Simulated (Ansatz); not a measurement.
# Step by step: MnHg, relaxation of cell and atoms

Computed with DFT, PBE, all-electron LAPW, scalar-relativistic in Ansatz 0.2.0.

Command: `ansatz run input.yaml --threads 1 --pin off --max-ram 3072MiB --backend cpu --events-out ev --progress --plain --runs-dir out` The run took about 390 s on 1 thread of a shared machine.

```yaml
crystal:
  lattice:
    - [3.288, 0.0, 0.0]
    - [0.0, 3.288, 0.0]
    - [0.0, 0.0, 3.313]
  atoms:
    - { symbol: Mn, position: [0.5, 0.5, 0.5], spin: 4.0 }
    - { symbol: Hg, position: [0.0, 0.0, 0.0] }
magnetization:
  spin_polarized: true
kpoints:
  mp_grid: { grid: [10, 10, 10] }
scf:
  occupations: { method: fermi_dirac, width: 0.05 }
hamiltonian:
  xc: pbe
  pseudopotentials: { kind: all_electron, lapw: { basis_error: 0.001 } }
output:
  forces: true
  stress: true
relax:
  f_tol: 0.005
  max_steps: 80
  cell: {}
```

No spin–orbit coupling, which matters for the heavy atoms here.

The run is spin-polarised from parallel moments and ends with 3.93 μB in the cell; other orders may lie lower.

The geometry is COD entry 1522568, unchecked; take it as a test cell.

Each frame lists the cell vectors (Å), then Cartesian positions (Å); symmetry keeps all forces zero. Free energies count from the first step, -565357.3000 eV.

The walk took 4 evaluations in all; steps that aren't listed are left out.

Step 1: E = 0.0 meV, P = 1.64 GPa

```
cell 3.2880 0.0000 0.0000 0.0000 3.2880 0.0000 0.0000 0.0000 3.3130
Mn    1.6440    1.6440    1.6565
Hg    0.0000    0.0000    0.0000
```

Step 2: E = -3.3 meV, P = -0.76 GPa

```
cell 3.3251 0.0000 0.0000 0.0000 3.3251 0.0000 0.0000 0.0000 3.3526
Mn    1.6626    1.6626    1.6763
Hg    0.0000    0.0000    0.0000
```

**Question.** How does the relaxation end?

**Answer.** It converges, with a = 3.313 Å, b = 3.313 Å, c = 3.341 Å, α = 90.00°, β = 90.00°, γ = 90.00° for the cell as listed; within 0.05 Å it has space group Pm-3m; smaller departures are within what the tolerances leave open. The last solve (on a basis chosen afresh for the final cell, so its energy is not quite comparable) gives E = -4.3 meV, P = 0.01 GPa:
```
cell 3.3129 0.0000 0.0000 0.0000 3.3129 0.0000 0.0000 0.0000 3.3406
Mn    1.6564    1.6564    1.6703
Hg    0.0000    0.0000    0.0000
```
